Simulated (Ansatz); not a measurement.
The start is a relaxed Mg3Sb2 cell, doubled along one cell vector, shaken by Gaussian noise of σ = 0.08 Å a coordinate. The structure is fully relaxed (lattice and positions, P = 0) with r2SCAN (plane waves to 500 eV, PAW, scalar-relativistic; Ansatz, an electronic-structure program). First-step values are on the input's coarse k-mesh.

Ansatz input (later rounds restart from its end on a renewed k-mesh):
Ansatz 0.2 input:
```yaml
crystal:
  lattice:
    - [4.567807737, 0, 0]
    - [-4.567807737, 7.9116750796, 0]
    - [0, 0, 7.2455627203]
  atoms:
    - { symbol: Sb, position: [0.357982486, 0.3542315419, 0.2311951825] }
    - { symbol: Sb, position: [0.2947853612, 0.832425965, 0.2174154227] }
    - { symbol: Sb, position: [0.6746021481, 0.1713332186, 0.7730721985] }
    - { symbol: Sb, position: [0.706297857, 0.6677040014, 0.7654609834] }
    - { symbol: Mg, position: [0.0133479571, 0.0051532781, -0.0019548295] }
    - { symbol: Mg, position: [0.0040456402, 0.504366907, 0.0119599425] }
    - { symbol: Mg, position: [0.3028375935, 0.3371332098, 0.643538463] }
    - { symbol: Mg, position: [0.3429561429, 0.837539715, 0.6373026066] }
    - { symbol: Mg, position: [0.6816374078, 0.1828096406, 0.3388126091] }
    - { symbol: Mg, position: [0.6493299961, 0.646966808, 0.3635758513] }
basis: { ecutwfc: 500, ecutrho_ratio: 4, xc_grid: 4, fft_grid_basis: typed }
kpoints: { mp_grid: { grid: [8, 4, 5] } }
hamiltonian:
  xc: r2scan
  dispersion: none
  pseudopotentials: { kind: paw }
scf: { occupations: { method: fermi_dirac, width: 0.05 } }
relax: { f_tol: 0.01, max_steps: 100, cell: { stress_tol: 0.02 } }
output: { forces: true, stress: true }
```

* **Largest initial force**: 2.09 eV/Å, on Mg10 (atoms numbered as listed)
* **Energy released**: 0.061 eV/atom
* **Shortest distances (start → end)**: The closest pairs of elements (up to four, under 3.6 Å), start → end: Mg–Sb 2.51 → 2.82 Å; Mg–Mg 3.19 → 3.27 Å
* **Band gap at the end**: 0.61 eV, indirect (valence top at Γ, conduction bottom at K) (no spin-orbit coupling)
* **Optimiser moves**: 4

The end point of the relaxation:

Space group P-3m1 (No. 164); a = 4.568 Å, b = 4.568 Å, c = 7.245 Å, α = 90.00°, β = 90.00°, γ = 120.00°

| atom | site | symmetry | x | y | z |
|---|---|---|---|---|---|
| Sb | 2d | 3m. | 0.3333 | 0.6667 | 0.2713 |
| Mg | 1b | -3m. | 0.0000 | 0.0000 | 0.5000 |
| Mg | 2d | 3m. | 0.6667 | 0.3333 | 0.1336 |

Final values are on a 12×12×7 k-mesh of the relaxed cell. No spin polarisation in the result. Without spin-orbit coupling the bands of the heavy element are not split, so the gap can be far off.
